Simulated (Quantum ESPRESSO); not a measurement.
# Al3MgSAs3: finding a planted mistake in a log

Computed values, not a measurement. The program is pw.x of Quantum ESPRESSO 7.5 (plane-wave density functional theory). The cell is made up: 8 atoms on a zincblende/diamond lattice, with randomly drawn elements, strain and displacements, not relaxed. PseudoDojo standard norm-conserving files (v0.5 for PBE, v0.4.1 for LDA and PBEsol) set the functional; there is no spin polarisation, spin-orbit coupling or dispersion term, and the masses in the input are unused placeholders.

Intended input:

```
&control calculation='scf', pseudo_dir='./dojo.nc.sr.pbe.v0_5.standard.upf', outdir='./o', disk_io='low', tprnfor=.true., tstress=.true. /
&system ibrav=0, nat=8, ntyp=4, nbnd=41, ecutwfc=84.00895049, nosym=.true., tot_charge=0,
 occupations='smearing', smearing='fd', degauss=0.0018374661
/
&electrons conv_thr=7.350e-09, electron_maxstep=60, /
ATOMIC_SPECIES
Al 1.0 Al.upf
As 1.0 As.upf
Mg 1.0 Mg.upf
S 1.0 S.upf
CELL_PARAMETERS angstrom
5.8746 -0.0216 0.0467
-0.0216 5.8495 -0.0706
0.0467 -0.0706 5.7789
ATOMIC_POSITIONS angstrom
Al 0.0438 -0.0112 0.0271
Al -0.0189 2.9198 2.8382
Al 3.0127 -0.0404 2.8759
Mg 2.9638 2.9132 -0.0138
S 1.5017 1.4268 1.4147
As 1.5288 4.3843 4.285
As 4.4855 1.4058 4.3736
As 4.3815 4.3573 1.4441
K_POINTS automatic
4 4 4 1 1 1
```

The log is shortened where brackets say so; the opening notice, blank lines, dates and the lines on written files are dropped, and the path of the files is cut. It prints rydbergs, bohrs and kilobars, and counts compression as positive stress. Where no state is partly filled, the Fermi energy that it prints is only some level between the filled and the empty states on the mesh, and need not lie in the true gap.

Log of the intended run:

```
     Program PWSCF v.7.5
     Parallel version (MPI & OpenMP), running on       4 processor cores
     Number of MPI processes:                 4
     Threads/MPI process:                     1
     [start-up lines left out]
     bravais-lattice index     =            0
     lattice parameter (alat)  =      11.1018  a.u.
     unit-cell volume          =    1339.8041 (a.u.)^3
     number of atoms/cell      =            8
     number of atomic types    =            4
     number of electrons       =        70.00
     number of Kohn-Sham states=           41
     kinetic-energy cutoff     =      84.0090  Ry
     charge density cutoff     =     336.0358  Ry
     scf convergence threshold =      7.3E-09
     mixing beta               =       0.7000
     number of iterations used =            8  plain     mixing
     Exchange-correlation= PBE
                           (   1   4   3   4   0   0   0)
     [axes and pseudopotential details left out]
   Cartesian axes
     site n.     atom                  positions (alat units)
         1        Al     tau(   1) = (   0.0074555  -0.0019064   0.0046129  )
         2        Al     tau(   2) = (  -0.0032171   0.4970020   0.4831122  )
         3        Al     tau(   3) = (   0.5128152  -0.0068768   0.4895294  )
         4        Mg     tau(   4) = (   0.5044916   0.4958786  -0.0023490  )
         5        S      tau(   5) = (   0.2556161   0.2428668   0.2408072  )
         6        As     tau(   6) = (   0.2602290   0.7462860   0.7293834  )
         7        As     tau(   7) = (   0.7635121   0.2392922   0.7444647  )
         8        As     tau(   8) = (   0.7458094   0.7416901   0.2458116  )
     number of k points=    32  Fermi-Dirac smearing, width (Ry)=  0.0018
                       cart. coord. in units 2pi/alat
        k(    1) = (   0.1244592   0.1275412   0.1276273), wk =   0.0625000
        k(    2) = (   0.1224496   0.1306018   0.3818307), wk =   0.0625000
     [further k points left out]
     Dense  grid:   139377 G-vectors     FFT dimensions: (  72,  72,  64)
     Estimated max dynamical RAM per process >     277.08 MB
     Estimated total dynamical RAM >    1006.23 MB
     Initial potential from superposition of free atoms
     starting charge      69.9911, renormalised to      70.0000
     Starting wfcs are   48 randomized atomic wfcs
     total cpu time spent up to now is        3.0 secs
     per-process dynamical memory:   196.1 Mb
     Self-consistent Calculation
     iteration #  1     ecut=    84.01 Ry     beta= 0.70
     Davidson diagonalization with overlap
     ethr =  1.00E-02,  avg # of iterations =  4.1
     Threshold (ethr) on eigenvalues was too large:
     Diagonalizing with lowered threshold
     Davidson diagonalization with overlap
     ethr =  4.92E-04,  avg # of iterations =  2.0
     total cpu time spent up to now is       11.2 secs
     total energy              =    -791.35047557 Ry
     estimated scf accuracy    <       0.34190532 Ry
     iteration #  2     ecut=    84.01 Ry     beta= 0.70
     Davidson diagonalization with overlap
     ethr =  4.88E-04,  avg # of iterations =  2.8
     total cpu time spent up to now is       15.5 secs
     total energy              =    -791.42287150 Ry
     estimated scf accuracy    <       0.06451475 Ry
     [iterations 3 to 8 left out]
     iteration #  9     ecut=    84.01 Ry     beta= 0.70
     Davidson diagonalization with overlap
     ethr =  2.70E-10,  avg # of iterations =  4.0
     total cpu time spent up to now is       48.0 secs
     total energy              =    -791.43678260 Ry
     estimated scf accuracy    <       0.00000003 Ry
     iteration # 10     ecut=    84.01 Ry     beta= 0.70
     Davidson diagonalization with overlap
     ethr =  3.69E-11,  avg # of iterations =  2.0
     total cpu time spent up to now is       52.0 secs
     End of self-consistent calculation
     [lines on levels left out]
     the Fermi energy is     5.6014 ev
!    total energy              =    -791.43678261 Ry
     estimated scf accuracy    <          3.9E-09 Ry
     smearing contrib. (-TS)   =      -0.00000000 Ry
     internal energy E=F+TS    =    -791.43678261 Ry
     The total energy is F=E-TS. E is the sum of the following terms:
     one-electron contribution =    -554.90954200 Ry
     hartree contribution      =     297.40774795 Ry
     xc contribution           =    -171.00433342 Ry
     ewald contribution        =    -362.93065514 Ry
     convergence has been achieved in  10 iterations
     Forces acting on atoms (cartesian axes, Ry/au):
     atom    1 type  1   force =    -0.01207266    0.00218403   -0.00948873
     atom    2 type  1   force =     0.00826984    0.00541324    0.01598204
     atom    3 type  1   force =    -0.00673888    0.00992567    0.02581474
     atom    4 type  3   force =    -0.02196779    0.00254970   -0.00522258
     atom    5 type  4   force =    -0.01652543   -0.01024838    0.01851070
     atom    6 type  2   force =    -0.00843536   -0.00165428   -0.02006463
     atom    7 type  2   force =     0.02016600   -0.02137412   -0.02370354
     atom    8 type  2   force =     0.03730427    0.01320413   -0.00182800
     Total force =     0.078181     Total SCF correction =     0.000272
     Computing stress (Cartesian axis) and pressure
          total   stress  (Ry/bohr**3)                   (kbar)     P=      -28.18
  -0.00021435  -0.00002883  -0.00006375          -31.53       -4.24       -9.38
  -0.00002883  -0.00018866   0.00011817           -4.24      -27.75       17.38
  -0.00006375   0.00011817  -0.00017176           -9.38       17.38      -25.27
     init_run     :      2.84s CPU      2.94s WALL (       1 calls)
     electrons    :     48.68s CPU     48.97s WALL (       1 calls)
     forces       :      0.88s CPU      0.88s WALL (       1 calls)
     stress       :      3.00s CPU      3.01s WALL (       1 calls)
     [timing details left out]
     PWSCF        :     55.51s CPU     55.93s WALL
     JOB DONE.
```

A second run was made from an input with one planted mistake. Its log:

```
     Program PWSCF v.7.5
     Parallel version (MPI & OpenMP), running on       4 processor cores
     Number of MPI processes:                 4
     Threads/MPI process:                     1
     [start-up lines left out]
     bravais-lattice index     =            0
     lattice parameter (alat)  =      11.1018  a.u.
     unit-cell volume          =    1339.8041 (a.u.)^3
     number of atoms/cell      =            8
     number of atomic types    =            4
     number of electrons       =        70.00
     number of Kohn-Sham states=           41
     kinetic-energy cutoff     =      84.0090  Ry
     charge density cutoff     =     336.0358  Ry
     scf convergence threshold =      7.3E-09
     mixing beta               =       0.7000
     number of iterations used =            8  plain     mixing
     Exchange-correlation= SLA  PW   NOGX NOGC
                           (   1   4   0   0   0   0   0)
     [axes and pseudopotential details left out]
   Cartesian axes
     site n.     atom                  positions (alat units)
         1        Al     tau(   1) = (   0.0074555  -0.0019064   0.0046129  )
         2        Al     tau(   2) = (  -0.0032171   0.4970020   0.4831122  )
         3        Al     tau(   3) = (   0.5128152  -0.0068768   0.4895294  )
         4        Mg     tau(   4) = (   0.5044916   0.4958786  -0.0023490  )
         5        S      tau(   5) = (   0.2556161   0.2428668   0.2408072  )
         6        As     tau(   6) = (   0.2602290   0.7462860   0.7293834  )
         7        As     tau(   7) = (   0.7635121   0.2392922   0.7444647  )
         8        As     tau(   8) = (   0.7458094   0.7416901   0.2458116  )
     number of k points=    32  Fermi-Dirac smearing, width (Ry)=  0.0018
                       cart. coord. in units 2pi/alat
        k(    1) = (   0.1244592   0.1275412   0.1276273), wk =   0.0625000
        k(    2) = (   0.1224496   0.1306018   0.3818307), wk =   0.0625000
     [further k points left out]
     Dense  grid:   139377 G-vectors     FFT dimensions: (  72,  72,  64)
     Estimated max dynamical RAM per process >     277.08 MB
     Estimated total dynamical RAM >    1006.23 MB
     Initial potential from superposition of free atoms
     starting charge      69.9921, renormalised to      70.0000
     Starting wfcs are   48 randomized atomic wfcs
     total cpu time spent up to now is        3.0 secs
     per-process dynamical memory:   196.1 Mb
     Self-consistent Calculation
     iteration #  1     ecut=    84.01 Ry     beta= 0.70
     Davidson diagonalization with overlap
     ethr =  1.00E-02,  avg # of iterations =  4.1
     Threshold (ethr) on eigenvalues was too large:
     Diagonalizing with lowered threshold
     Davidson diagonalization with overlap
     ethr =  4.97E-04,  avg # of iterations =  2.0
     total cpu time spent up to now is       11.5 secs
     total energy              =    -790.91264134 Ry
     estimated scf accuracy    <       0.34593913 Ry
     iteration #  2     ecut=    84.01 Ry     beta= 0.70
     Davidson diagonalization with overlap
     ethr =  4.94E-04,  avg # of iterations =  3.8
     total cpu time spent up to now is       16.0 secs
     total energy              =    -790.98821402 Ry
     estimated scf accuracy    <       0.07638564 Ry
     [iterations 3 to 8 left out]
     iteration #  9     ecut=    84.01 Ry     beta= 0.70
     Davidson diagonalization with overlap
     ethr =  3.00E-10,  avg # of iterations =  3.2
     total cpu time spent up to now is       46.8 secs
     total energy              =    -791.00496119 Ry
     estimated scf accuracy    <          7.7E-09 Ry
     iteration # 10     ecut=    84.01 Ry     beta= 0.70
     Davidson diagonalization with overlap
     ethr =  1.10E-11,  avg # of iterations =  3.9
     total cpu time spent up to now is       51.5 secs
     End of self-consistent calculation
     [lines on levels left out]
     the Fermi energy is     5.3162 ev
!    total energy              =    -791.00496119 Ry
     estimated scf accuracy    <          3.6E-09 Ry
     smearing contrib. (-TS)   =      -0.00000000 Ry
     internal energy E=F+TS    =    -791.00496119 Ry
     The total energy is F=E-TS. E is the sum of the following terms:
     one-electron contribution =    -557.01837678 Ry
     hartree contribution      =     297.31963571 Ry
     xc contribution           =    -168.37556499 Ry
     ewald contribution        =    -362.93065514 Ry
     convergence has been achieved in  10 iterations
     Forces acting on atoms (cartesian axes, Ry/au):
     atom    1 type  1   force =    -0.01161911    0.00086944   -0.01060686
     atom    2 type  1   force =     0.00668416    0.00599190    0.01688968
     atom    3 type  1   force =    -0.00471822    0.00724948    0.02588257
     atom    4 type  3   force =    -0.01940966    0.00297580   -0.00561490
     atom    5 type  4   force =    -0.01637234   -0.01020809    0.01732009
     atom    6 type  2   force =    -0.00893908   -0.00038305   -0.01934695
     atom    7 type  2   force =     0.01909751   -0.02000454   -0.02345412
     atom    8 type  2   force =     0.03527675    0.01350905   -0.00106952
     Total force =     0.075137     Total SCF correction =     0.000265
     Computing stress (Cartesian axis) and pressure
          total   stress  (Ry/bohr**3)                   (kbar)     P=      -59.08
  -0.00042474  -0.00002799  -0.00005662          -62.48       -4.12       -8.33
  -0.00002799  -0.00039909   0.00011187           -4.12      -58.71       16.46
  -0.00005662   0.00011187  -0.00038093           -8.33       16.46      -56.04
     init_run     :      2.88s CPU      2.98s WALL (       1 calls)
     electrons    :     48.25s CPU     48.50s WALL (       1 calls)
     forces       :      0.80s CPU      0.80s WALL (       1 calls)
     stress       :      2.73s CPU      2.73s WALL (       1 calls)
     [timing details left out]
     PWSCF        :     54.75s CPU     55.13s WALL
     JOB DONE.
```

Question: what was wrong in the second input?

Answer: the files are those of another functional. The input lines that differ, file-writing options aside:

```
- &control calculation='scf', pseudo_dir='./dojo.nc.sr.pbe.v0_5.standard.upf', outdir='./o', disk_io='low', tprnfor=.true., tstress=.true. /
+ &control calculation='scf', pseudo_dir='./dojo.nc.sr.lda.v0_4_1.standard.upf', outdir='./o', disk_io='low', tprnfor=.true., tstress=.true. /
```

|  | intended run | run with the mistake |
| --- | --- | --- |
| free energy (eV) | -10768.046 | -10762.171 |
| smearing term -TS (eV) | 0.0000 | 0.0000 |
| pressure (GPa) | -2.82 | -5.91 |
| largest force component (eV/Å) | 0.959 | 0.907 |
| largest change of a force component (eV/Å) |  | 0.069 |
| iterations | 10 | 10 |

For scale, a rerun of the intended cell at 1437 eV and a 6 x 6 x 6 mesh moved values by no more than 0.006 eV in energy, 0.02 GPa in stress and 0.003 eV/Å in force. Files of another functional have another zero of energy, so the energy change says nothing on stability.